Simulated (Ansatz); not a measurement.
NbH:
```cif
data_H4Nb4
_chemical_formula_sum 'Nb4 H4'
_space_group_name_H-M_alt 'Cmme'
_space_group_IT_number 67
_space_group_name_Hall '-C 2a 2'
_cell_length_a 3.65486
_cell_length_b 4.77958
_cell_length_c 4.78186
_cell_angle_alpha 90.000
_cell_angle_beta 90.000
_cell_angle_gamma 90.000
loop_
_atom_site_label
_atom_site_type_symbol
_atom_site_symmetry_multiplicity
_atom_site_Wyckoff_symbol
_atom_site_fract_x
_atom_site_fract_y
_atom_site_fract_z
_atom_site_occupancy
Nb1 Nb 4 g 0.00000 0.25000 0.26762 1
H1 H 4 a 0.25000 0.00000 0.00000 1
```
(The calculation used a cell of 4 atoms; values per cell refer to that cell.)

Relaxed with r²SCAN.

Problem. Which orbitals make up the states near the Fermi level in the program Ansatz at the r²SCAN level (PAW)?

Solution. Within 0.5 eV of the Fermi level: Nb 4d 94 %. Projections are on Löwdin-orthogonalised atomic valence shells; empty p or d shells of many metals are not among them.

Problem. Tabulate the density of states.

Solution. States/eV per cell of 4 atoms, in 0.25 eV bins, energy from the Fermi level.

| E (eV) | total | Nb 4d | H 1s | Nb 5s |
|---|---|---|---|---|
| -7.85 | 0.84 | 0.33 | 0.42 | 0.06 |
| -7.60 | 0.75 | 0.31 | 0.37 | 0.04 |
| -7.35 | 0.59 | 0.25 | 0.28 | 0.03 |
| -7.10 | 0.73 | 0.33 | 0.34 | 0.03 |
| -6.85 | 0.64 | 0.30 | 0.29 | 0.02 |
| -6.60 | 0.63 | 0.31 | 0.28 | 0.02 |
| -6.35 | 0.63 | 0.32 | 0.27 | 0.02 |
| -6.10 | 0.63 | 0.34 | 0.27 | 0.01 |
| -5.85 | 0.66 | 0.36 | 0.27 | 0.01 |
| -5.60 | 0.73 | 0.42 | 0.29 | 0.01 |
| -5.35 | 0.78 | 0.45 | 0.30 | 0.01 |
| -5.10 | 0.85 | 0.51 | 0.32 | 0.01 |
| -4.85 | 0.88 | 0.50 | 0.31 | 0.05 |
| -4.60 | 0.47 | 0.25 | 0.16 | 0.05 |
| -4.35 | 0.28 | 0.16 | 0.03 | 0.08 |
| -4.10 | 0.46 | 0.32 | 0.01 | 0.11 |
| -3.85 | 0.64 | 0.47 | 0.01 | 0.13 |
| -3.60 | 0.82 | 0.62 | 0.01 | 0.16 |
| -3.35 | 1.13 | 0.86 | 0.02 | 0.21 |
| -3.10 | 1.30 | 1.01 | 0.02 | 0.23 |
| -2.85 | 1.58 | 1.24 | 0.03 | 0.26 |
| -2.60 | 2.67 | 2.22 | 0.05 | 0.32 |
| -2.35 | 3.14 | 2.51 | 0.11 | 0.42 |
| -2.10 | 3.69 | 3.10 | 0.14 | 0.33 |
| -1.85 | 3.26 | 2.85 | 0.12 | 0.18 |
| -1.60 | 3.15 | 2.79 | 0.11 | 0.15 |
| -1.35 | 2.98 | 2.59 | 0.13 | 0.15 |
| -1.10 | 2.46 | 2.13 | 0.13 | 0.09 |
| -0.85 | 1.83 | 1.65 | 0.08 | 0.04 |
| -0.60 | 1.12 | 1.06 | 0.03 | 0.02 |
| -0.35 | 0.70 | 0.65 | 0.02 | 0.01 |
| -0.10 | 0.77 | 0.71 | 0.03 | 0.02 |
| 0.15 | 1.05 | 0.99 | 0.03 | 0.02 |
| 0.40 | 1.59 | 1.50 | 0.04 | 0.03 |
| 0.65 | 1.85 | 1.75 | 0.04 | 0.03 |
| 0.90 | 2.28 | 2.16 | 0.04 | 0.03 |
| 1.15 | 2.68 | 2.55 | 0.05 | 0.03 |
| 1.40 | 2.27 | 2.16 | 0.04 | 0.03 |
| 1.65 | 2.20 | 2.09 | 0.04 | 0.03 |
| 1.90 | 2.24 | 2.11 | 0.04 | 0.04 |
| 2.15 | 2.20 | 2.06 | 0.04 | 0.05 |
| 2.40 | 3.33 | 3.18 | 0.04 | 0.06 |
| 2.65 | 4.30 | 4.08 | 0.05 | 0.09 |
| 2.90 | 4.02 | 3.78 | 0.06 | 0.11 |
| 3.15 | 2.97 | 2.70 | 0.06 | 0.14 |
| 3.40 | 2.14 | 1.79 | 0.07 | 0.18 |
| 3.65 | 1.58 | 1.28 | 0.07 | 0.14 |
| 3.90 | 1.39 | 1.12 | 0.07 | 0.12 |
| 4.15 | 1.14 | 0.88 | 0.08 | 0.11 |
| 4.40 | 1.25 | 0.93 | 0.12 | 0.11 |
| 4.65 | 1.12 | 0.78 | 0.13 | 0.11 |

The workflow started from a Materials Project entry (that database holds measured and hypothetical structures alike); the Crystallography Open Database copy checked does not list it. Its standing as an ambient phase is unchecked. The cell was relaxed with r²SCAN under the symmetry of its start; its stability against distortions is not shown here. The run is not spin-polarised. Scalar-relativistic: spin–orbit coupling is off unless named, which matters more the heavier the elements.

Potentials: the later of the program's two PAW sets.
